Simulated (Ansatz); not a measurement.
This run works on a generated trial structure, not on a known crystal.

Input and command of a plane-wave DFT calculation in Ansatz:

```yaml
crystal:
  lattice:
    - [5.1032059435, 0.0, 0.0]
    - [-2.5516029717, 4.4195059878, 0.0]
    - [0.0, 0.0, 15.0201260871]
  atoms:
    - { symbol: Be, position: [0.0, 0.0, 0.0] }
    - { symbol: Be, position: [0.6907690624, 0.8453845312, 0.1592198039] }
    - { symbol: Be, position: [0.1546154688, 0.8453845312, 0.1592198039] }
    - { symbol: Be, position: [0.1546154688, 0.3092309376, 0.1592198039] }
    - { symbol: Be, position: [0.0, 0.0, 0.5] }
    - { symbol: Be, position: [0.8453845312, 0.6907690624, 0.6592198039] }
    - { symbol: Be, position: [0.8453845312, 0.1546154688, 0.6592198039] }
    - { symbol: Be, position: [0.3092309376, 0.1546154688, 0.6592198039] }
    - { symbol: Be, position: [0.6907690624, 0.8453845312, 0.3407801961] }
    - { symbol: Be, position: [0.1546154688, 0.8453845312, 0.3407801961] }
    - { symbol: Be, position: [0.1546154688, 0.3092309376, 0.3407801961] }
    - { symbol: Be, position: [0.8453845312, 0.6907690624, 0.8407801961] }
    - { symbol: Be, position: [0.8453845312, 0.1546154688, 0.8407801961] }
    - { symbol: Be, position: [0.3092309376, 0.1546154688, 0.8407801961] }
    - { symbol: Be, position: [0.3333333333, 0.6666666667, 0.25] }
    - { symbol: Be, position: [0.6666666667, 0.3333333333, 0.75] }
    - { symbol: "N", position: [0.0, 0.0, 0.1022437171] }
    - { symbol: "N", position: [0.0, 0.0, 0.6022437171] }
    - { symbol: "N", position: [0.0, 0.0, 0.3977562829] }
    - { symbol: "N", position: [0.0, 0.0, 0.8977562829] }
    - { symbol: "N", position: [0.3333333333, 0.6666666667, 0.1394401117] }
    - { symbol: "N", position: [0.6666666667, 0.3333333333, 0.6394401117] }
    - { symbol: "N", position: [0.3333333333, 0.6666666667, 0.3605598883] }
    - { symbol: "N", position: [0.6666666667, 0.3333333333, 0.8605598883] }
basis:
  ecutwfc: 420
kpoints:
  mp_grid: { grid: [12, 12, 4] }
hamiltonian:
  xc: pbe
scf:
  occupations: { method: gaussian, width: 0.1 }
output:
  forces: true
  stress: true
  eigenvalues: true
  write_density: true
  write_potential: true
  elf: true
  volumetric_format: npy
relax:
  adjacent_minimum: "off"
  f_tol: 0.01
  max_steps: 80
  cell: { stress_tol: 0.05 }
```

```bash
ansatz run input.yaml --threads 1 --pin off --max-ram 2560MiB --backend cpu --events-out ev --progress --plain --runs-dir out
```

Processor: Arm Neoverse V2, 1 thread, on a host shared with other jobs.

Problem. Estimate time, memory and problem size.

Solution. About 3.1 min, peak memory 1.1 GiB. It solves 60 bands at 57 k points (after reduction by symmetry) with about 6645 plane waves (on the last cell), in 14 SCF iterations over 2 ionic steps.
